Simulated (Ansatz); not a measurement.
Ti$_{3}$O$_{5}$ in space group C2/m (No. 12; Pearson symbol mS32) under volume change, DFT-r²SCAN in the program Ansatz with PAW potentials, shape and atoms relaxed at each volume.

```json
[
 {"V (Å³/atom)": "9.826", "E − E(relaxed) (meV/atom)": "56.2", "P (GPa)": "19.92"},
 {"V (Å³/atom)": "10.150", "E − E(relaxed) (meV/atom)": "23.8", "P (GPa)": "12.34"},
 {"V (Å³/atom)": "10.474", "E − E(relaxed) (meV/atom)": "5.7", "P (GPa)": "5.73"},
 {"V (Å³/atom)": "10.798", "E − E(relaxed) (meV/atom)": "0.0", "P (GPa)": "0.00"},
 {"V (Å³/atom)": "11.122", "E − E(relaxed) (meV/atom)": "4.9", "P (GPa)": "-4.70"},
 {"V (Å³/atom)": "11.446", "E − E(relaxed) (meV/atom)": "18.9", "P (GPa)": "-9.07"},
 {"V (Å³/atom)": "11.770", "E − E(relaxed) (meV/atom)": "41.1", "P (GPa)": "-12.67"}
]
```

Q: What does a third-order Birch–Murnaghan fit give for V₀, B₀ and B′?

A: V₀ = 10.80 Å³/atom, B₀ = 175 GPa, B′ = 3.9.

The first step of the workflow began from a Materials Project structure, measured or hypothetical; the Crystallography Open Database files this formula in space group No. 12, but the cells were not matched. Whether it is the stable phase at ambient conditions was not checked. The cell was relaxed with r²SCAN under the symmetry of its start; whether a distortion lowers the energy is not shown. The run is not spin-polarised.

Potentials: the later of the program's two PAW sets.
